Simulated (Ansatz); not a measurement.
Ba₂ZnN₂:
```
CELL_PARAMETERS angstrom
     -2.06216     2.06216     6.39737
      2.06216    -2.06216     6.39737
      2.06216     2.06216    -6.39737
ATOMIC_POSITIONS crystal
  Ba 0.65547 0.65547 0.00000
  Ba 0.34453 0.34453 0.00000
  Zn 0.00000 0.00000 0.00000
  N  0.85807 0.85807 0.00000
  N  0.14193 0.14193 0.00000
```

Relaxed with PBEsol.

Q: Map the electron localisation function on the plane through (0.655, 0.655, 0.000) spanned by u = [1, 1, 0] and v = [1, -1, 0] in lattice vectors, from DFT-PBEsol in the program Ansatz with PAW potentials.

A: x is the fraction of u, y of v (the angle between them is 90°; rows are the nearest grid lines); atoms in the plane: Ba at (0.00, 0.00), Ba at (0.50, 0.50), Ba at (0.19, 0.50), Ba at (0.69, 0.00), Zn at (0.34, 0.00), Zn at (0.84, 0.50), N at (0.20, 0.00), N at (0.70, 0.50), N at (0.49, 0.00), N at (0.99, 0.50).
```
|  %%:=@* -%+    :##.%%:=@=  -@@*  :%@%  |
| .%%:=@#:+%=    :#%-%%:=@*  +@@+  :%@@. |
|%@@#.-%@@%%-:...:+%@@#.-@@%%@@#:   +@@%%|
|@@@+.-#%@%*-:::::+#%%*.:#@@@@%+.   :#@@@|
|@@#: :+*#*+-:::::=+**=..+%@@%+:    .-*%@|
|++-. .::--:::::::::-:.  .=++-.  ..  .:=+|
|...  .:--:. ....  .:-.   .....:::-::....|
|+=:  -*##*-.     .=##+. .-=+==-:::::-=++|
|%#+..*@@@@#-    .+%@@%=.:*%%#*-:::::+#%%|
|@@*.:%@@@@@*.   -%@@@@*.-%@@%#-::.::+%@@|
|*@%:=@#. *@@+  .#@@--@%:=@%+*%=.   :*%+*|
|:%%:=@+  =@@*  :%@%  %%:=@* =%=    :##.:|
|:%%:=@+  =@@*  :%@%  %%:=@* =%=    :##.:|
|*@%:=@#. *@@+  .#@@--@%:=@%+*%=.   :*%+*|
|@@*.:%@@@@@*.   -%@@@@*.-%@@%#-::.::+%@@|
|%#+..*@@@@#-    .+%@@%=.:*%%#*-:::::+#%%|
|+=:  -*##*-.     .=##+. .-=+==-:::::-=++|
|...  .:--:. ....  .:-.   .....:::-::....|
|++-. .::--:::::::::-:.  .=++-.  ..  .:=+|
|@@#: :+*#*+-:::::=+**=..+%@@%+:    .-*%@|
|@@@+.-#%@%*-:::::+#%%*.:#@@@@%+.   :#@@@|
|%@@#.-%@@%%-:...:+%@@#.-@@%%@@#:   +@@%%|
| .%%:=@#:+%=    :#%-%%:=@*  +@@+  :%@@. |
|  %%:=@* -%+    :##.%%:=@=  -@@*  :%@%  |
```
Scale: ten equal steps from -0.002 (start of ' ') to 0.893 (end of '@'), in the order ' .:-=+*#%@'; x runs from 0.000 to 1.00, y from 0.000 (bottom) to 1.00 (top).

The density is the valence pseudo-density with augmentation charge, so density and ELF within about 1 Å of a nucleus are not all-electron values.

Space group I4/mmm. The first step of the workflow began from a Materials Project structure, measured or hypothetical; the Crystallography Open Database files this formula in space group No. 139, but the cells were not matched. Whether it is the stable phase at ambient conditions was not checked. Symmetry was held in the PBEsol relaxation; its stability against distortions is not shown here. Spin–orbit coupling is left out wherever it is not named.

Potentials: the later of the program's two PAW sets.
